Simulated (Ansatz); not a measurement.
Profile along the Ti–O line in TiO2 (rutile)

TiO2 (rutile)

```xyz
6
Lattice="4.5967 0.0000 0.0000 0.0000 4.5967 0.0000 0.0000 0.0000 2.9537" Properties=species:S:1:pos:R:3 pbc="T T T"
Ti     0.0000     0.0000     0.0000
Ti     2.2984     2.2984     1.4768
O      1.4002     1.4002     0.0000
O      3.6986     0.8981     1.4768
O      0.8981     3.6986     1.4768
O      3.1965     3.1965     0.0000
```

Fields along a shortest Ti–O line of a (-1 1 0) plane (1.95 Å), from Ti to O, interpolated on the slice's grid (step about 0.2 Å). All values below come from r2SCAN (plane waves to 500 eV, PAW, scalar-relativistic; Ansatz, an electronic-structure program). k mesh 7×7×11. These are valence fields of a PAW run, semicore shells included where kept as valence: close to a nucleus they are smooth pseudo fields. TiO2 is run without spin polarisation. TiO2 was relaxed with its symmetry unable to fall.

```json
[
 {"distance from Ti (Å)": "0.00", "valence electron density (e/Å³)": "9.84", "electron localisation function": "x", "density of the highest valence band (e/Å³)": "0.001", "density of the lowest conduction band (e/Å³)": "0.004"},
 {"distance from Ti (Å)": "0.10", "valence electron density (e/Å³)": "9.84", "electron localisation function": "x", "density of the highest valence band (e/Å³)": "0.001", "density of the lowest conduction band (e/Å³)": "0.004"},
 {"distance from Ti (Å)": "0.20", "valence electron density (e/Å³)": "9.54", "electron localisation function": "x", "density of the highest valence band (e/Å³)": "0.002", "density of the lowest conduction band (e/Å³)": "0.004"},
 {"distance from Ti (Å)": "0.29", "valence electron density (e/Å³)": "8.72", "electron localisation function": "x", "density of the highest valence band (e/Å³)": "0.003", "density of the lowest conduction band (e/Å³)": "0.005"},
 {"distance from Ti (Å)": "0.39", "valence electron density (e/Å³)": "7.40", "electron localisation function": "x", "density of the highest valence band (e/Å³)": "0.003", "density of the lowest conduction band (e/Å³)": "0.008"},
 {"distance from Ti (Å)": "0.49", "valence electron density (e/Å³)": "5.70", "electron localisation function": "0.66", "density of the highest valence band (e/Å³)": "0.003", "density of the lowest conduction band (e/Å³)": "0.010"},
 {"distance from Ti (Å)": "0.59", "valence electron density (e/Å³)": "3.89", "electron localisation function": "0.68", "density of the highest valence band (e/Å³)": "0.003", "density of the lowest conduction band (e/Å³)": "0.010"},
 {"distance from Ti (Å)": "0.68", "valence electron density (e/Å³)": "2.36", "electron localisation function": "0.56", "density of the highest valence band (e/Å³)": "0.003", "density of the lowest conduction band (e/Å³)": "0.008"},
 {"distance from Ti (Å)": "0.78", "valence electron density (e/Å³)": "1.36", "electron localisation function": "0.38", "density of the highest valence band (e/Å³)": "0.004", "density of the lowest conduction band (e/Å³)": "0.005"},
 {"distance from Ti (Å)": "0.88", "valence electron density (e/Å³)": "0.88", "electron localisation function": "0.23", "density of the highest valence band (e/Å³)": "0.005", "density of the lowest conduction band (e/Å³)": "0.005"},
 {"distance from Ti (Å)": "0.97", "valence electron density (e/Å³)": "0.74", "electron localisation function": "0.22", "density of the highest valence band (e/Å³)": "0.008", "density of the lowest conduction band (e/Å³)": "0.004"},
 {"distance from Ti (Å)": "1.07", "valence electron density (e/Å³)": "0.81", "electron localisation function": "0.39", "density of the highest valence band (e/Å³)": "0.013", "density of the lowest conduction band (e/Å³)": "0.005"},
 {"distance from Ti (Å)": "1.17", "valence electron density (e/Å³)": "1.06", "electron localisation function": "0.62", "density of the highest valence band (e/Å³)": "0.020", "density of the lowest conduction band (e/Å³)": "0.006"},
 {"distance from Ti (Å)": "1.27", "valence electron density (e/Å³)": "1.52", "electron localisation function": "0.78", "density of the highest valence band (e/Å³)": "0.030", "density of the lowest conduction band (e/Å³)": "0.008"},
 {"distance from Ti (Å)": "1.36", "valence electron density (e/Å³)": "2.26", "electron localisation function": "0.82", "density of the highest valence band (e/Å³)": "0.041", "density of the lowest conduction band (e/Å³)": "0.010"},
 {"distance from Ti (Å)": "1.46", "valence electron density (e/Å³)": "3.35", "electron localisation function": "0.79", "density of the highest valence band (e/Å³)": "0.050", "density of the lowest conduction band (e/Å³)": "0.012"},
 {"distance from Ti (Å)": "1.56", "valence electron density (e/Å³)": "4.67", "electron localisation function": "x", "density of the highest valence band (e/Å³)": "0.052", "density of the lowest conduction band (e/Å³)": "0.013"},
 {"distance from Ti (Å)": "1.66", "valence electron density (e/Å³)": "5.95", "electron localisation function": "x", "density of the highest valence band (e/Å³)": "0.045", "density of the lowest conduction band (e/Å³)": "0.011"},
 {"distance from Ti (Å)": "1.75", "valence electron density (e/Å³)": "6.91", "electron localisation function": "x", "density of the highest valence band (e/Å³)": "0.029", "density of the lowest conduction band (e/Å³)": "0.008"},
 {"distance from Ti (Å)": "1.85", "valence electron density (e/Å³)": "7.39", "electron localisation function": "x", "density of the highest valence band (e/Å³)": "0.012", "density of the lowest conduction band (e/Å³)": "0.005"},
 {"distance from Ti (Å)": "1.95", "valence electron density (e/Å³)": "7.39", "electron localisation function": "x", "density of the highest valence band (e/Å³)": "0.008", "density of the lowest conduction band (e/Å³)": "0.005"}
]
```

x: too close to a nucleus for the ELF to mean much. Band densities are of whole bands, smooth part only.

Density on the Ti–O line (1.95 Å) at its midpoint: 0.74 e/Å³. ELF at that point: 0.2. Element round which the density of the highest valence band (whole band, smooth part) is largest on this plane: O.
